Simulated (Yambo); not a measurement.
Yambo run on a free-standing Y2CI2 monolayer (symmetry P-3m1, slab cell 22.9 Å high). The wavefunctions are norm-conserving PBEsol (Quantum ESPRESSO, 82 Ry, no spin-orbit coupling) ones on a 6×6×1 mesh (20 occupied bands); a = b = 3.821 Å, c = 22.900 Å, α = β = 90.00°, γ = 120.00°.

Yambo input:

```
rim_cut
gw0
dyson
el_el_corr
HF_and_locXC
ppa
em1d
rim_w
RandQpts= 1000000
RandGvec= 2 Ry
CUTGeo= "slab z"
EXXRLvcs= 82 Ry
VXCRLvcs= 328 Ry
Chimod= "HARTREE"
% BndsRnXp
 3 | 145 |
%
NGsBlkXp= 5 Ry
% LongDrXp
 1.0 | 1.0 | 0.0 |
%
RandGvecW= 959 mRy
PPAPntXp= 27.2114 eV
% GbndRnge
 1 | 145 |
%
GTermKind= "BG"
DysSolver= "n"
ExtendOut
% QPkrange
 1 | 1 | 20 | 20 |
 4 | 4 | 20 | 21 |
%
```

k points by index: 1 = Γ, 4 = M.

Table of the .qp output:

```
#    K-point    Band    Eo [eV]    E [eV]    E-Eo [eV]    Vxc [eV]    Vnlxc [eV]    Sc|Eo [eV]    Sc|E [eV]    dSc/dw|Eo [eV]    Re(Z)    Im(Z)
#
    1    20    0.000000    -0.320211    -0.320211    -12.56648    -14.53895    1.538556    1.652254    -9.650765    0.738170    -0.004098
    4    20    -0.389664    -0.515844    -0.126179    -13.08932    -15.07298    1.809614    1.857475    -10.29630    0.725471    -0.003587
    4    21    0.390280    0.971980    0.581700    -10.86109    -6.690952    -3.389040    -3.588440    -9.320380    0.744846    -0.004159
```
(The two width columns are left out.) Convergence of these settings isn't established.

Geometry relaxed with PBEsol.

This is a model layer cut from the bulk structure; whether it is stable on its own was not checked.
